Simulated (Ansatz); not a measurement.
Mo:
```xyz
1
Lattice="-1.5719 1.5719 1.5719 1.5719 -1.5719 1.5719 1.5719 1.5719 -1.5719" Properties=species:S:1:pos:R:3 pbc="T T T"
Mo     0.0000     0.0000     0.0000
```

Relaxed with r²SCAN+D4.

Q: Which orbitals make up the states near the Fermi level in DFT-r²SCAN+D4 in the program Ansatz with PAW potentials?

A: Within 0.5 eV of the Fermi level: Mo 4d 89 %, Mo 5s 5 %, outside the projected shells 5 %. Projections are on Löwdin-orthogonalised atomic valence shells; empty p or d shells of many metals are not among them.

Q: Tabulate the density of states.

A: States/eV per cell of 1 atom, in 0.25 eV bins, energy from the Fermi level.

```csv
E (eV),total,Mo 4d,Mo 5s,Mo 4p
-7.80,0.00,0.00,0.00,0.00
-7.55,0.02,0.00,0.02,0.00
-7.30,0.04,0.00,0.03,0.00
-7.05,0.05,0.00,0.04,0.00
-6.80,0.06,0.00,0.05,0.00
-6.55,0.08,0.00,0.07,0.00
-6.30,0.09,0.01,0.08,0.00
-6.05,0.11,0.01,0.09,0.00
-5.80,0.14,0.02,0.11,0.00
-5.55,0.46,0.29,0.15,0.01
-5.30,0.88,0.62,0.22,0.01
-5.05,1.01,0.75,0.22,0.01
-4.80,1.14,0.90,0.20,0.02
-4.55,1.38,1.16,0.18,0.02
-4.30,1.44,1.26,0.15,0.02
-4.05,1.15,1.02,0.10,0.02
-3.80,0.64,0.58,0.04,0.01
-3.55,1.27,1.24,0.01,0.01
-3.30,1.83,1.79,0.01,0.02
-3.05,1.69,1.64,0.01,0.02
-2.80,1.12,1.07,0.02,0.01
-2.55,0.94,0.88,0.04,0.01
-2.30,0.92,0.84,0.06,0.01
-2.05,1.43,1.27,0.11,0.02
-1.80,2.01,1.74,0.20,0.03
-1.55,1.17,1.01,0.11,0.02
-1.30,0.65,0.53,0.08,0.01
-1.05,0.54,0.43,0.07,0.01
-0.80,0.49,0.40,0.06,0.01
-0.55,0.47,0.39,0.05,0.01
-0.30,0.48,0.41,0.04,0.00
-0.05,0.53,0.46,0.03,0.00
0.20,0.72,0.66,0.03,0.00
0.45,0.87,0.80,0.03,0.00
0.70,0.95,0.88,0.02,0.00
0.95,1.03,0.97,0.02,0.00
1.20,1.21,1.17,0.02,0.00
1.45,1.24,1.21,0.01,0.00
1.70,1.26,1.23,0.01,0.00
1.95,1.43,1.40,0.01,0.00
2.20,1.31,1.28,0.01,0.00
2.45,1.72,1.68,0.03,0.00
2.70,2.31,2.21,0.07,0.00
2.95,1.04,0.93,0.08,0.00
3.20,0.82,0.71,0.09,0.00
3.45,0.71,0.59,0.09,0.00
3.70,0.65,0.53,0.09,0.00
3.95,0.62,0.50,0.09,0.00
4.20,0.49,0.37,0.09,0.00
4.45,0.36,0.24,0.10,0.00
4.70,0.29,0.16,0.10,0.00
```

Space group Im-3m (bcc (W type)). The r²SCAN+D4 relaxation kept the symmetry of its start. The run is not spin-polarised. The pairwise dispersion correction was not fitted to metals. Scalar-relativistic: spin–orbit coupling is off unless named, which matters more the heavier the elements.

Potentials: the later of the program's two PAW sets.
